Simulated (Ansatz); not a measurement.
Sheets of one type (M3X2T2 MXene-type), PBE (plane waves, PAW; program Ansatz); HSE06 gaps on those cells.

```
layer     a (Å)  thickness (Å)
--------  -----  -------------
Ti3C2Cl2  3.189           8.00
Ti3N2S2   3.132           7.83
Ti3F2N2   3.025           7.19
Ti3Cl2N2    ___            ___
Ti3N2O2   3.006           6.81
```

Q: Some entries are withheld; supply them.

A: 
- Ti3Cl2N2, a (Å): 3.188
- Ti3Cl2N2, thickness (Å): 7.78

All cells were relaxed under the symmetry of their starts (and spin orders); stability against distortions was not tested throughout. Rows with no word on spin ran without spin polarisation. Constructed layers (a layer type filled with these elements): Ti3C2Cl2, M3X2T2 MXene-type layer; Ti3N2S2, M3X2T2 MXene-type layer; Ti3F2N2, M3X2T2 MXene-type layer; Ti3Cl2N2, M3X2T2 MXene-type layer; Ti3N2O2, M3X2T2 MXene-type layer.

Potentials: the later of the program's two PAW sets.
